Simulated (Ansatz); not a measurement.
Trial structure of ZrF₂, not yet relaxed:

```
CELL_PARAMETERS angstrom
2.57036 0.00000 0.00000
0.00000 2.57036 0.00000
0.00000 0.00000 5.14073
ATOMIC_POSITIONS crystal
Zr 0.00000 0.00000 0.00000
F 0.50000 0.50000 0.25000
F 0.50000 0.50000 0.75000
```

Level of theory: DFT PBE, scalar-relativistic, plane waves, PAW in Ansatz 0.2.0. Settings: cutoff 420 eV, Γ-centred mesh 6×6×4 on the computed 3-atom cell, Gaussian smearing of 0.10 eV; no spin polarisation.

Energies over the elements count from the elements' standard structures at the same level (F₂ as a molecule), with no fitted energy shifts.

Question: How far from equilibrium is it?

Answer: The pressure is 44.1 GPa (the mean over three directions, positive in compression), the largest force is 0.86 eV/Å, and the energy is −2.07 eV/atom against the elements. The shortest distance is 2.23 Å.

Question: Is it a good guess?

Answer: A rough one: relaxing gains about 0.36 eV/atom (the start's value is from the coarse mesh, so the gain is rough) in 26 ionic steps and ends at −2.43 eV/atom on the finer mesh. The symmetry stays P4/mmm (No. 123). The volume per atom grows by 44.0 %, from 11.3 to 16.3 Å³. The shortest distance goes from 2.23 Å (Zr–F) to 2.38 Å (Zr–F). Conventional cell: a = 2.869 Å, c = 5.943 Å. Zr is surrounded by 8 F at 2.38 Å and 4 Zr at 2.87 Å; around F lie 4 Zr at 2.38 Å, 1 F at 2.50 Å and 4 F at 2.87 Å.

The last run used a 16×16×8 mesh (in the run's order of axes) for its 3-atom cell and Gaussian smearing of 0.10 eV. Weakly bound directions are ill-defined at this level, which has no dispersion term. The relaxation can't lower the symmetry of the start, and the grade says only how near the guess is to its own end. Symmetry constrained the relaxation, so the result can be a saddle point.
